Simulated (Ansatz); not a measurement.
A trial cell of P4C, before relaxation:

```cif
data_structure
_symmetry_space_group_name_H-M 'P 1'
_symmetry_Int_Tables_number 1
_cell_length_a 6.3684
_cell_length_b 6.3684
_cell_length_c 6.3684
_cell_angle_alpha 140.252
_cell_angle_beta 140.040
_cell_angle_gamma 57.632
_cell_volume 105.15
loop_
_atom_site_label
_atom_site_type_symbol
_atom_site_fract_x
_atom_site_fract_y
_atom_site_fract_z
_atom_site_occupancy
P1 P 0.61493 0.61493 0.00000 1
P2 P 0.38507 0.38507 0.00000 1
P3 P 0.24943 0.74943 0.50000 1
P4 P 0.75057 0.25057 0.50000 1
C1 C 0.00000 0.00000 0.00000 1
```

Level of theory: DFT PBE, scalar-relativistic, plane waves, PAW (Ansatz). Cutoff 420 eV, Gaussian smearing, Γ-centred meshes. Cell and atoms relax first on a coarse mesh, the cell is then made exact in the group found at 0.06 to 0.08 Å, and last on a converged mesh; the steps can't lower the symmetry of their start. No spin polarisation.

A guess keeps its type if space group and coordination stay and the shape of the cell changes little (axis ratios within about 15 %, angles within 6°); the volume may change.

**Question.** Does it keep its structure type, or change into something else?

**Answer.** It doesn't keep its type. The symmetry stays Immm (No. 71). The volume per atom shrinks by 20.0 %, from 21.0 to 16.8 Å³. The shortest distance goes from 2.57 Å (P–P) to 1.67 Å (P–C). Counting neighbours within 15 % of an atom's shortest distance, the start has C 16, P 4/5 and the end C 2, P 1/3. In detail, at the end around P on its first site lie 1 C at 1.67 Å and 4 P at 2.56–2.59 Å; P on its second site has 1 P at 2.23 Å, 4 P at 2.56–2.59 Å and 2 C at 2.73 Å; C is surrounded by 2 P at 1.67 Å and 4 P at 2.73 Å.

```
CELL_PARAMETERS angstrom
-2.49669 2.52732 3.33200
2.49669 -2.52732 3.33200
2.49669 2.52732 -3.33200
ATOMIC_POSITIONS crystal
P 0.74934 0.74934 0.00000
P 0.25066 0.25066 0.00000
P 0.16722 0.66722 0.50000
P 0.83278 0.33278 0.50000
C 0.00000 0.00000 0.00000
```

The last run used a 10×10×10 mesh for its 5-atom cell and Gaussian smearing of 0.10 eV. A structure relaxed within its symmetry needn't be a true minimum. Another cell of the same search, in C2/m, lies 0.46 eV/atom lower, so this cell isn't the stable form at this level.

In counts of neighbours, a slash parts the counts of unlike sites.
